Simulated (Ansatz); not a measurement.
**Question.** Name crystals whose computed values (DFT-LDA in the program Ansatz with PAW potentials) fall in these windows: gap (eV) 1.3 to 1.8; B₀ by P(V) fit (GPa) 32 to 40.

**Answer.** 

```json
[
 {"crystal": "TlCl, CsCl type", "gap (eV)": "1.57", "B₀ by P(V) fit (GPa)": "37.6"},
 {"crystal": "TlBr, CsCl type", "gap (eV)": "1.36", "B₀ by P(V) fit (GPa)": "33.5"},
 {"crystal": "BaTe, rock salt", "gap (eV)": "1.36", "B₀ by P(V) fit (GPa)": "35.3"}
]
```
Others may fit too.

All cells were relaxed under the symmetry of their starts (and spin orders); stability against distortions was not tested throughout. Scalar-relativistic: spin–orbit coupling is off unless named, which matters more the heavier the elements.

Potentials: the later of the program's two PAW sets.
